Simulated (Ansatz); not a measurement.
A relaxation computed with Ansatz, from input to last step.

```yaml
crystal:
  lattice:
    - [6.4599476282, 0.0, 0.0]
    - [-3.2299738141, 5.5944787532, 0.0]
    - [0.0, 0.0, 3.8182553685]
  atoms:
    - { symbol: Hf, position: [0.0, 0.5834687356, 0.5] }
    - { symbol: Hf, position: [0.4165312644, 0.4165312644, 0.5] }
    - { symbol: Hf, position: [0.5834687356, 0.0, 0.5] }
    - { symbol: P, position: [0.6666666667, 0.3333333333, 0.0] }
    - { symbol: P, position: [0.3333333333, 0.6666666667, 0.0] }
    - { symbol: P, position: [0.0, 0.0, 0.5] }
    - { symbol: Ru, position: [0.2463640014, 0.0, 0.0] }
    - { symbol: Ru, position: [0.7536359986, 0.7536359986, 0.0] }
    - { symbol: Ru, position: [0.0, 0.2463640014, 0.0] }
basis:
  ecutwfc: 500
kpoints:
  mp_grid: { grid: [6, 6, 10] }
hamiltonian:
  xc: r2scan
scf:
  occupations: { method: gaussian, width: 0.1 }
output:
  forces: true
  stress: true
  eigenvalues: true
relax:
  adjacent_minimum: "off"
  f_tol: 0.01
  max_steps: 30
  cell: { stress_tol: 0.1, fix: [volume] }
```

```bash
ansatz run input.yaml --threads 2 --pin off --max-ram 5120MiB --backend cpu --events-out ev --progress --plain --runs-dir out
```

The calculation used DFT r2SCAN, scalar-relativistic, plane waves, PAW (Ansatz 0.2.0).

The volume is held at 1.03 times that of the relaxed cell.

Of 4 frames 3 are shown, positions in Å and forces in eV/Å; the SCF threshold varies from step to step. Steps run on the plane waves of an earlier cell, with a Pulay correction in the pressure. The basis is chosen afresh for the last frame, the zero of the energies, and at times for earlier ones too; energy and pressure step there, also at an unchanged geometry. The mark taken_back stands on steps that the optimiser undid.

```xyz
9
Lattice="6.4599 0.0000 0.0000 -3.2300 5.5945 0.0000 0.0000 0.0000 3.8183" Properties=species:S:1:pos:R:3:forces:R:3 pbc="T T T" step=1 free_energy_over_end_meV_per_atom=0.02 pressure_GPa=-6.45
Hf   -1.8846    3.2642    1.9091   -0.0121    0.0210    0.0000
Hf    1.3454    2.3303    1.9091   -0.0121   -0.0210    0.0000
Hf    3.7692    0.0000    1.9091    0.0243    0.0000    0.0000
P     3.2300    1.8648    0.0000    0.0000    0.0000    0.0000
P     0.0000    3.7297    0.0000    0.0000    0.0000    0.0000
P     0.0000    0.0000    1.9091    0.0000    0.0000    0.0000
Ru    1.5915    0.0000    0.0000   -0.0202    0.0000    0.0000
Ru    2.4342    4.2162    0.0000    0.0101    0.0175    0.0000
Ru   -0.7957    1.3783    0.0000    0.0101   -0.0175    0.0000
9
Lattice="6.4564 0.0000 0.0000 -3.2282 5.5914 0.0000 0.0000 0.0000 3.8224" Properties=species:S:1:pos:R:3:forces:R:3 pbc="T T T" step=2 free_energy_over_end_meV_per_atom=0.02 pressure_GPa=-6.42 taken_back
Hf   -1.8854    3.2657    1.9112    0.0108   -0.0186    0.0000
Hf    1.3428    2.3258    1.9112    0.0108    0.0186    0.0000
Hf    3.7709    0.0000    1.9112   -0.0215    0.0000    0.0000
P     3.2282    1.8638    0.0000    0.0000    0.0000    0.0000
P     0.0000    3.7276    0.0000    0.0000    0.0000    0.0000
P     0.0000    0.0000    1.9112    0.0000    0.0000    0.0000
Ru    1.5890    0.0000    0.0000    0.0293    0.0000    0.0000
Ru    2.4337    4.2154    0.0000   -0.0146   -0.0253    0.0000
Ru   -0.7945    1.3761    0.0000   -0.0146    0.0253    0.0000
9
Lattice="6.4583 0.0000 0.0000 -3.2292 5.5931 0.0000 0.0000 0.0000 3.8202" Properties=species:S:1:pos:R:3:forces:R:3 pbc="T T T" step=4 free_energy_over_end_meV_per_atom=0.00 pressure_GPa=-6.44
Hf   -1.8852    3.2652    1.9101    0.0002   -0.0004    0.0000
Hf    1.3440    2.3279    1.9101    0.0002    0.0004    0.0000
Hf    3.7703    0.0000    1.9101   -0.0005    0.0000    0.0000
P     3.2292    1.8644    0.0000    0.0000    0.0000    0.0000
P     0.0000    3.7287    0.0000    0.0000    0.0000    0.0000
P     0.0000    0.0000    1.9101    0.0000    0.0000    0.0000
Ru    1.5904    0.0000    0.0000    0.0005    0.0000    0.0000
Ru    2.4340    4.2157    0.0000   -0.0002   -0.0004    0.0000
Ru   -0.7952    1.3774    0.0000   -0.0002    0.0004    0.0000
```

The run took 4.7 min on 2 threads of Arm Neoverse V1 (shared host), peak memory 0.97 GiB.

Spin–orbit coupling is left out, which can shift energies with elements as heavy as these.